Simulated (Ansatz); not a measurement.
The elements of this relaxed trial crystal are hidden behind letters.

```
lattice vectors (Å)
  -3.5199    3.5199    3.5199
   3.5199   -3.5199    3.5199
   3.5199    3.5199   -3.5199
fractional positions
X 0.0000 0.5000 0.5000
X 0.5000 0.0000 0.5000
X 0.5000 0.5000 0.0000
X 0.5000 0.5000 0.5000
X 0.0000 0.0000 0.5000
X 0.0000 0.5000 0.0000
X 0.5000 0.0000 0.0000
Z 0.0000 0.0000 0.0000
```

These are results of Ansatz, DFT PBE, scalar-relativistic, plane waves, PAW, not measurements. The final run on the 8-atom cell used 420 eV, a Γ-centred 8×8×8 mesh, 0.10 eV smearing and no spin polarisation.

| Quantity | Value |
| --- | --- |
| Space group | Im-3m (No. 229) |
| Conventional cell | a = 7.040 Å |
| Volume per atom | 21.80 Å³ |
| Density | 6.77 g/cm³ |
| Energy over the elements | −0.07 eV/atom |
| Gap on the 8×8×8 mesh of the 8-atom cell | 0 eV (a metal) |

Energies are uncorrected and count from the elements' standard states at the same level.

Problem. X is a d-block element of period 5 and Z is a p-block element of period 4. Which elements are they?

Solution. X = Zr, Z = Ge, so the formula is Zr7Ge. Density times volume gives a mean mass of 6.77 × 21.80/1.6605 = 88.9 u per atom, and this set has 88.9 u. Among the elements that the hints allow, noble gases aside, only these give it. Around Zr on a site of symmetry 4/mmm lie 8 Zr at 3.05 Å, 2 Ge at 3.52 Å and 4 Zr at 3.52 Å; Zr on a site of symmetry -3m has 2 Ge at 3.05 Å, 6 Zr at 3.05 Å and 6 Zr at 3.52 Å; Ge is surrounded by 8 Zr at 3.05 Å and 6 Zr at 3.52 Å.

The cell is a metal run without spin, though a test with spin on the coarse mesh kept 0.6 μB a cell, so a magnetic state probably lies lower. A structure relaxed within its symmetry needn't be a true minimum.
